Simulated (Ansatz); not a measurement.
Pd: levels along high-symmetry lines

```
CELL_PARAMETERS angstrom
0.00000 1.94490 1.94490
1.94490 0.00000 1.94490
1.94490 1.94490 0.00000
ATOMIC_POSITIONS crystal
Pd 0.00000 0.00000 0.00000
```

The conventional cell has a = 3.890 Å, b = 3.890 Å, c = 3.890 Å, α = 90.00°, β = 90.00°, γ = 90.00°. Pd (atom 1) is surrounded by 12 Pd at 2.75 Å.

The geometry is COD entry 9008478, unchecked; take it as a test cell.

Spin polarisation is left out, and whether a magnetic state lies lower isn't shown here.

Level of theory: DFT, LDA, all-electron LAPW, scalar-relativistic in Ansatz 0.2.0.

The runs use a Γ-centred 18×18×18 k mesh, Fermi–Dirac smearing of 0.05 eV, basis error target 0.25 meV/atom, no spin polarisation.

Points in fractions of the reciprocal vectors of this cell: Γ (0, 0, 0), X (0.5, 0, 0.5), U (0.625, 0.25, 0.625), K (0.375, 0.375, 0.75), L (0.5, 0.5, 0.5), W (0.5, 0.25, 0.75). The path joins them by straight lines in the order Γ–X–U–K–Γ–L–W–X; legs that retrace an earlier one aren't tabulated. Energies are in eV from the Fermi level.

(1) Metal or insulator at this level of theory?

(2) Tabulate bands 11 to 16, counted from the lowest band of the run, along the path.

Answers

(1) No gap opens: metallic or semimetallic.

(2) 
| k (1/Å) | point | band 11 | band 12 | band 13 | band 14 | band 15 | band 16 |
| --- | --- | --- | --- | --- | --- | --- | --- |
| 0.00 | Γ | -2.89 | -2.89 | -2.89 | -1.24 | -1.24 | 16.97 |
| 0.23 |  | -3.03 | -2.78 | -2.78 | -1.38 | -1.18 | 17.24 |
| 0.46 |  | -3.40 | -2.44 | -2.44 | -1.73 | -1.03 | 17.99 |
| 0.69 |  | -3.89 | -1.99 | -1.91 | -1.91 | -0.80 | 18.75 |
| 0.92 |  | -4.39 | -1.45 | -1.24 | -1.24 | -0.53 | 16.87 |
| 1.15 |  | -4.81 | -0.53 | -0.53 | -0.28 | 0.17 | 14.85 |
| 1.38 |  | -5.09 | -0.11 | 0.06 | 0.06 | 2.15 | 12.06 |
| 1.62 | X | -5.18 | -0.04 | 0.29 | 0.29 | 3.22 | 10.69 |
| 1.70 |  | -5.16 | -0.07 | 0.18 | 0.28 | 3.37 | 10.68 |
| 1.78 |  | -5.11 | -0.14 | -0.11 | 0.25 | 3.75 | 10.65 |
| 1.86 |  | -5.01 | -0.48 | -0.26 | 0.20 | 4.27 | 10.57 |
| 1.94 |  | -4.86 | -0.88 | -0.41 | 0.14 | 4.89 | 10.33 |
| 2.02 |  | -4.67 | -1.28 | -0.58 | 0.05 | 5.57 | 9.71 |
| 2.10 |  | -4.45 | -1.67 | -0.77 | -0.05 | 6.29 | 8.87 |
| 2.19 | U | -4.21 | -2.02 | -0.96 | -0.17 | 7.04 | 7.97 |
| 2.33 |  | -4.08 | -2.31 | -1.11 | -0.16 | 7.31 | 7.69 |
| 2.47 |  | -3.92 | -2.74 | -1.28 | -0.07 | 7.26 | 7.73 |
| 2.61 |  | -3.79 | -3.13 | -1.39 | -0.01 | 7.19 | 7.78 |
| 2.75 |  | -3.79 | -3.13 | -1.39 | -0.01 | 7.19 | 7.78 |
| 2.89 |  | -3.92 | -2.74 | -1.28 | -0.07 | 7.26 | 7.73 |
| 3.03 |  | -4.08 | -2.31 | -1.11 | -0.16 | 7.31 | 7.69 |
| 3.18 | K | -4.21 | -2.02 | -0.96 | -0.17 | 7.04 | 7.97 |
| 3.42 |  | -3.56 | -2.89 | -1.49 | -0.61 | 5.34 | 9.45 |
| 3.67 |  | -3.42 | -3.20 | -1.84 | -1.12 | 2.98 | 11.98 |
| 3.91 |  | -3.61 | -2.89 | -1.95 | -1.66 | 1.05 | 13.70 |
| 4.15 |  | -3.52 | -2.58 | -2.15 | -1.84 | -0.32 | 15.81 |
| 4.40 |  | -3.27 | -2.55 | -2.55 | -1.59 | -1.05 | 17.66 |
| 4.64 |  | -3.00 | -2.80 | -2.77 | -1.34 | -1.22 | 17.26 |
| 4.89 | Γ | -2.89 | -2.89 | -2.89 | -1.24 | -1.24 | 16.97 |
| 5.09 |  | -2.96 | -2.83 | -2.83 | -1.27 | -1.27 | 17.16 |
| 5.29 |  | -3.10 | -2.68 | -2.68 | -1.31 | -1.31 | 17.42 |
| 5.49 |  | -3.11 | -2.58 | -2.58 | -1.22 | -1.22 | 15.69 |
| 5.69 |  | -2.64 | -2.64 | -2.58 | -0.91 | -0.91 | 13.12 |
| 5.89 |  | -2.77 | -2.77 | -1.35 | -0.49 | -0.49 | 10.52 |
| 6.09 |  | -2.89 | -2.89 | -0.15 | -0.15 | 0.12 | 8.27 |
| 6.29 | L | -2.93 | -2.93 | -0.02 | -0.02 | 0.91 | 7.23 |
| 6.45 |  | -3.01 | -2.85 | -0.66 | -0.04 | 1.67 | 7.22 |
| 6.61 |  | -3.22 | -2.61 | -1.49 | -0.08 | 2.85 | 7.20 |
| 6.78 |  | -3.51 | -2.23 | -2.20 | -0.14 | 4.13 | 7.23 |
| 6.94 |  | -3.84 | -2.75 | -1.78 | -0.17 | 5.48 | 7.35 |
| 7.10 |  | -3.84 | -3.14 | -1.44 | -0.06 | 6.85 | 7.66 |
| 7.27 |  | -3.55 | -3.37 | -1.34 | 0.17 | 8.13 | 8.25 |
| 7.43 | W | -3.44 | -3.44 | -1.34 | 0.29 | 8.82 | 8.82 |
| 7.55 |  | -3.90 | -2.93 | -1.26 | 0.29 | 7.86 | 9.75 |
| 7.66 |  | -4.29 | -2.36 | -1.03 | 0.29 | 6.88 | 10.31 |
| 7.78 |  | -4.61 | -1.75 | -0.75 | 0.29 | 5.92 | 10.42 |
| 7.89 |  | -4.86 | -1.11 | -0.47 | 0.29 | 5.00 | 10.52 |
| 8.01 |  | -5.04 | -0.48 | -0.24 | 0.29 | 4.16 | 10.61 |
| 8.12 |  | -5.15 | -0.09 | 0.06 | 0.29 | 3.50 | 10.67 |
| 8.24 | X | -5.18 | -0.04 | 0.29 | 0.29 | 3.22 | 10.69 |
